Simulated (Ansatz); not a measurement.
# Parallel or opposed moments in K2MnSe2 (Ibam)?

Level of theory: PBEsol+U, U_eff = 5.0 eV (Dudarev form) on Mn d, fully localised double counting, scalar-relativistic datasets, 420 eV, PAW set soft_2 (made for PBE), 4×4×4 mesh, Gaussian smearing of 0.05 eV; plane-wave PAW code Ansatz.

```xyz
10
Lattice="-3.5830 6.5965 3.2200 3.5830 -6.5965 3.2200 3.5830 6.5965 -3.2200" Properties=species:S:1:pos:R:3 pbc="T T T"
K     2.4314    1.9313    0.0000
K     1.1516    4.6652    3.2200
K     2.4314   -1.9313    3.2200
K     1.1516    8.5278    0.0000
Mn    0.0000    0.0000    1.6100
Mn    0.0000    0.0000    4.8300
Se   -2.1622    5.1991    3.2200
Se    5.7452    1.3974    0.0000
Se    1.4208    1.3974    3.2200
Se    2.1622    5.1991    0.0000
```

The structure is that of a cell as deposited in COD, unrelaxed.

Cell and atoms stay fixed; no spin–orbit coupling. The cell holds two magnetic ions, atoms 5 and 6, and the lowest free states with their moments parallel and opposed are compared.

Task: Which order lies lower, by how much, and what else changes?

Result: The opposed one, by 15.7 meV/atom (78 meV per magnetic ion). Parallel: gap 1.74 eV, moments Mn 4.41 μB (cell 10.00 μB), pressure 0.4 GPa. Opposed: gap 2.27 eV, moments Mn 4.38, -4.38 μB, pressure 0.1 GPa.

Both states fill the shells alike (parallel: Mn 5↑ 0↓, 5.26 e; opposed: Mn 5↑ 0↓, 5.29 e; Mn 0↑ 5↓, 5.29 e; their occupation matrices agree within 0.02, spins exchanged on the turned ion), so they differ in the order of the moments and not in the filling. A natural orbital (eigenvector of a shell's occupation matrix) is counted as filled above 0.75 (0.9 in a metal) and as partly filled from 0.35 up to that; ↑ and ↓ are the spin channels. The gap is wider by 0.53 eV with opposed moments; with parallel ones the gaps within each spin are 1.74 and 2.45 eV. With spin off the cell lies 992.5 meV/atom from the lower state (gap zero (metallic)).

In the opposed pattern, atom 5 has 2 of its 2 magnetic neighbours at 3.22 Å, 0 of 2 at 6.44 Å, 0 of 2 at 7.17 Å, 4 of 4 at 7.51 Å turned against it; the energy difference holds only the couplings to turned neighbours.

Task: The moments are now held at an angle, ending 90° apart (non-collinear spin). What is the energy against the parallel state?

Result: A Heisenberg form, E(θ) − E(0°) = [E(180°) − E(0°)] (1 − cos θ)/2, gives -157 × (1 − cos 90.1°)/2 = -78 meV per cell; the run gave -79 meV. The form holds well.

In the lower state the fixed cell carries forces up to 0.20 eV/Å; relaxing would change energies and could change the order of close states.

Only these patterns were run; an order that needs another cell may lie lower. At this level the cell was started in 17 ways, of which 1 didn't converge. For metallic states the mesh is coarse, so energy differences carry some meV/atom. U is one value of a scan, not fitted to this compound, so the states needn't resemble the real material's. Gaps are Kohn–Sham gaps over the k-mesh alone and may be smaller between its points. Site moments are integrated in small spheres and here fall short of the shell's N↑ − N↓.
